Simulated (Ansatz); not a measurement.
**Kick test of a cell of ScS₄**

It was reached by relaxing an invented guess, and it needn't be the stable form of this composition.

These are results of DFT PBE, scalar-relativistic, plane waves, PAW (Ansatz), not measurements. Plane waves to 420 eV, a k mesh through Γ of 6×6×6 on the computed 10-atom cell and Gaussian smearing (0.10 eV); no spin polarisation.

The cell below (10 atoms, space group P4/mcc (No. 124)) is relaxed within its symmetry.

```
CELL_PARAMETERS angstrom
5.43739 0.00000 0.00000
0.00000 5.43739 0.00000
0.00000 0.00000 6.90269
ATOMIC_POSITIONS crystal
Sc 0.00000 0.00000 0.25000
Sc 0.00000 0.00000 0.75000
S 0.13106 0.36069 0.00000
S 0.63931 0.13106 0.00000
S 0.86894 0.63931 0.00000
S 0.36069 0.86894 0.00000
S 0.86894 0.36069 0.50000
S 0.36069 0.13106 0.50000
S 0.13106 0.63931 0.50000
S 0.63931 0.86894 0.50000
```

For the test it was strained at random (σ = 1.5 % a component), the atoms were moved at random (σ = 0.10 Å), and all was relaxed again on a coarse 4×4×4 mesh (in the run’s order of axes) with 0.20 eV smearing, with no symmetry imposed.

Task: What happens?

Result: It returns, within 1 meV/atom of the unmoved cell on that mesh and with the same symmetry when read at 0.1 Å. So it is stable against the distortions that fit this cell and that this random move excites. Modes that don't fit the cell aren't tested.
